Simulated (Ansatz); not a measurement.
An Ansatz input and the part of its output that reports the observables at the nuclei.

The cell is a COD entry, atoms as given.

```yaml
crystal:
  lattice:
    - [4.893, 0.0, 0.0]
    - [0.0, 4.893, 0.0]
    - [0.0, 0.0, 4.893]
  atoms:
    - { symbol: Si, position: [0.0, 0.0, 0.0] }
    - { symbol: Si, position: [0.5, 0.5, 0.5] }
    - { symbol: Mo, position: [0.25, 0.0, 0.5] }
    - { symbol: Mo, position: [0.5, 0.75, 0.0] }
    - { symbol: Mo, position: [0.75, 0.0, 0.5] }
    - { symbol: Mo, position: [0.5, 0.25, 0.0] }
    - { symbol: Mo, position: [0.0, 0.5, 0.75] }
    - { symbol: Mo, position: [0.0, 0.5, 0.25] }
kpoints:
  mp_grid: { grid: [9, 9, 9] }
scf:
  occupations: { method: fermi_dirac, width: 0.02 }
hamiltonian:
  xc: pbe
  pseudopotentials: { kind: paw }
output:
  forces: true
  stress: true
  populations: true
  efg: { quadrupole_moments_barn: { Mo: -0.022 }, contact_densities: true }
```

```sh
ansatz run input.yaml --threads 1 --pin off --max-ram 3072MiB --backend cpu --events-out ev --progress --plain --runs-dir out
```

Of the output, the block on the nuclei alone is shown; the set-up, the SCF iterations, energies, forces and stress are cut.

```
--- PAW observables at the nuclei: V_zz in 10²¹ V/m², potentials from the cell's mean, atoms counted from 1 ---
  atom   1  Si V_zz =    -0.000000   η = 0.0000   by run symmetry: forbidden
            electrostatic potential = -1371.973733 V   contact ρ = 12808.181873 e/Å³
  atom   2  Si V_zz =    -0.000000   η = 0.0000   by run symmetry: forbidden
            electrostatic potential = -1371.973733 V   contact ρ = 12808.181873 e/Å³
  atom   3  Mo V_zz =    +4.611402   η = 0.0000   by run symmetry: allowed   C_q = -2.4531 MHz
            electrostatic potential = -6361.495744 V   contact ρ = 595261.449616 e/Å³
  atom   4  Mo V_zz =    +4.611402   η = 0.0000   by run symmetry: allowed   C_q = -2.4531 MHz
            electrostatic potential = -6361.495744 V   contact ρ = 595261.449616 e/Å³
  atom   5  Mo V_zz =    +4.611402   η = 0.0000   by run symmetry: allowed   C_q = -2.4531 MHz
            electrostatic potential = -6361.495744 V   contact ρ = 595261.449616 e/Å³
  atom   6  Mo V_zz =    +4.611402   η = 0.0000   by run symmetry: allowed   C_q = -2.4531 MHz
            electrostatic potential = -6361.495744 V   contact ρ = 595261.449616 e/Å³
  atom   7  Mo V_zz =    +4.611402   η = 0.0000   by run symmetry: allowed   C_q = -2.4531 MHz
            electrostatic potential = -6361.495744 V   contact ρ = 595261.449616 e/Å³
  atom   8  Mo V_zz =    +4.611402   η = 0.0000   by run symmetry: allowed   C_q = -2.4531 MHz
            electrostatic potential = -6361.495744 V   contact ρ = 595261.449616 e/Å³
```

Hardware: 1 thread of Intel Xeon 6975P-C (Granite Rapids) (x86_64; 16 cores open to the job, memory cap 3.0 GiB, no GPU), a shared host with a load of 0.5 a core. Wall time 8.6 s, CPU time 8.6 s, peak memory 0.54 GiB.

With no gap above 0.1 eV, as in a metal, the gradients converge slowly in k; expect changes of a tenth or more on a denser mesh. Without spin–orbit coupling (the program notes it for Mo) the gradients can shift somewhat, as the gap is small.
